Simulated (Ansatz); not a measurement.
ZrO$_{2}$ in space group P2_1/c (No. 14; Zr on 4e, O on 4e, O on 4e), the program Ansatz at the PBEsol level (PAW), all energies at zero smearing, with the estimated change up to a 700 eV cutoff added, with one set of potentials and settings (totals compare only within such a set). Cell of 12 atoms (4 Zr, 8 O): -21023.248 eV.

| element | reference phase | E (eV/atom) |
|---|---|---|
| Zr | Cmmm, 3 atoms in the cell | -4128.6684 |
| O | C2/m, 4 atoms in the cell, spin-polarised | -558.3609 |

Formation energy per atom, worked out: (-21023.248 − 4×(-4128.6684) − 8×(-558.3609))/12 = -3.474 eV/atom (-335 kJ per mol of atoms), at 0 K, without zero-point energy or fitted corrections.

The PBEsol relaxation kept the symmetry of its start. No spin polarisation was allowed. The references are the lowest solids computed at this level, not always the standard phases (solids in place of the gases).

Potentials: the earlier of the program's two PAW sets. The files were generated under PBE; for other functionals the program regenerates the frozen cores, and for LDA and PBEsol the local potential too.
